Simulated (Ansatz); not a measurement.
Theory: DFT PBE, scalar-relativistic, plane waves, PAW in Ansatz. All cells share a 420 eV cutoff and Γ-centred k meshes spaced at most about 0.3 Å⁻¹ (about 0.25 or finer for metals, 2π included). No spin polarisation in the final relaxations.

Each of these unrelaxed guesses is relaxed in cell and atoms within its symmetry. A guess keeps its type if space group and coordination stay and the shape of the cell changes little (axis ratios within about 15 %, angles within 6°); the volume may change.

1. MgCdC4N4

```cif
data_structure
_symmetry_space_group_name_H-M 'P-43m'
_symmetry_Int_Tables_number 215
_cell_length_a 6.0576
_cell_length_b 6.0576
_cell_length_c 6.0576
_cell_angle_alpha 90.000
_cell_angle_beta 90.000
_cell_angle_gamma 90.000
_cell_volume 222.28
loop_
_atom_site_label
_atom_site_type_symbol
_atom_site_symmetry_multiplicity
_atom_site_Wyckoff_symbol
_atom_site_fract_x
_atom_site_fract_y
_atom_site_fract_z
_atom_site_occupancy
Mg1 Mg 1 b 0.50000 0.50000 0.50000 1
Cd1 Cd 1 a 0.00000 0.00000 0.00000 1
C1 C 4 e 0.19072 0.19072 0.19072 1
N1 N 4 e 0.30223 0.30223 0.30223 1
```

2. K2SiB2

```cif
data_structure
_symmetry_space_group_name_H-M 'Immm'
_symmetry_Int_Tables_number 71
_cell_length_a 5.0434
_cell_length_b 6.5847
_cell_length_c 7.5563
_cell_angle_alpha 90.000
_cell_angle_beta 90.000
_cell_angle_gamma 90.000
_cell_volume 250.94
loop_
_atom_site_label
_atom_site_type_symbol
_atom_site_symmetry_multiplicity
_atom_site_Wyckoff_symbol
_atom_site_fract_x
_atom_site_fract_y
_atom_site_fract_z
_atom_site_occupancy
K1 K 4 i 0.00000 0.00000 0.26545 1
Si1 Si 2 d 0.50000 0.00000 0.50000 1
B1 B 4 g 0.50000 0.65625 0.50000 1
```

3. CdSi2

```cif
data_structure
_symmetry_space_group_name_H-M 'P6_3/mmc'
_symmetry_Int_Tables_number 194
_cell_length_a 3.4263
_cell_length_b 3.4263
_cell_length_c 8.8129
_cell_angle_alpha 90.000
_cell_angle_beta 90.000
_cell_angle_gamma 120.000
_cell_volume 89.60
loop_
_atom_site_label
_atom_site_type_symbol
_atom_site_symmetry_multiplicity
_atom_site_Wyckoff_symbol
_atom_site_fract_x
_atom_site_fract_y
_atom_site_fract_z
_atom_site_occupancy
Cd1 Cd 2 c 0.33333 0.66667 0.25000 1
Si1 Si 4 f 0.33333 0.66667 0.95205 1
```

Question: Which keep their type?

Answer: Guesses 1 and 3 keep their type.

```json
{"guess": "1", "kept": "yes", "start group": "P-43m", "end group": "P-43m", "V start (Å³/atom)": "22.2", "V end": "24.8", "b/a and c/a, end over start": "1.00, 1.00", "nearest neighbours start": "C 1, Cd 4, Mg 4, N 1", "nearest neighbours end": "C 1, Cd 4, Mg 4, N 1"}
{"guess": "2", "kept": "no", "start group": "Immm", "end group": "Immm", "V start (Å³/atom)": "25.1", "V end": "29.3", "b/a and c/a, end over start": "0.84, 1.24", "nearest neighbours start": "B 4, K 2, Si 2", "nearest neighbours end": "B 1, K 4, Si 2"}
{"guess": "3", "kept": "yes", "start group": "P6_3/mmc", "end group": "P6_3/mmc", "V start (Å³/atom)": "14.9", "V end": "21.2", "b/a and c/a, end over start": "1.00, 1.07", "nearest neighbours start": "Cd 8, Si 3", "nearest neighbours end": "Cd 8, Si 3"}
```

Neighbours count within 15 % of an atom's shortest distance; end groups are read at 0.02 Å (0.05 Å in metals).

Cells relaxed within their symmetry can be saddle points.
